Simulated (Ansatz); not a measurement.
All numbers below come from Ansatz 0.2.0, DFT PBE, scalar-relativistic, plane waves, PAW. Settings: cutoff 420 eV, Γ-centred meshes spaced at most about 0.3 Å⁻¹, and about 0.25 Å⁻¹ or finer for metals (2π included), Gaussian smearing. No spin polarisation in the final relaxations.

Temperature and zero-point effects are left out.

Compare these two cells of HfZrSe₄, each relaxed at this level.

A. Space group I-42m (No. 121), tetragonal, a = 5.697 Å, c = 13.558 Å. Zr is surrounded by 4 Se at 2.55 Å; around Hf lie 4 Se at 2.53 Å; Se is surrounded by 1 Hf at 2.53 Å and 1 Zr at 2.55 Å.

B. Space group P4/mmm (No. 123), tetragonal, a = 4.652 Å, c = 6.586 Å. Around Zr lie 8 Se at 2.86 Å; Hf is surrounded by 8 Se at 2.84 Å; Se has 2 Hf at 2.84 Å, 2 Zr at 2.86 Å and 6 Se at 3.27–3.32 Å.

Problem. Which would you expect to be lower, and how large is the difference?

Solution. A is lower, by 42 meV/atom. A has space group I-42m (No. 121), 36.7 Å³/atom and a gap of 1.59 eV on its mesh; B has Zr and Hf ordered on fluorite sites, space group P4/mmm (No. 123), 23.8 Å³/atom and no gap. Counting Se atoms around Hf and Zr (those within 1.25 times the shortest such distance or 1.15 times the sum of covalent radii, 1.27 where that leaves under three), A has Hf 4, Zr 4 and B has Hf 8, Zr 8. Both come from invented guesses. A third cell relaxed alike, in P-3m1, lies 0.33 eV/atom below the lower of the two.

No dispersion correction is applied, so the spacing and binding between layers, chains or molecules are poorly described (I-42m), and this can change margins and order among such cells. These runs have no spin–orbit coupling, which can matter for Hf. Kohn–Sham gaps at this level usually fall short of measured ones. The zero gap of P4/mmm may come from the functional, which often closes small gaps. Cells relaxed within their symmetry can be saddle points.
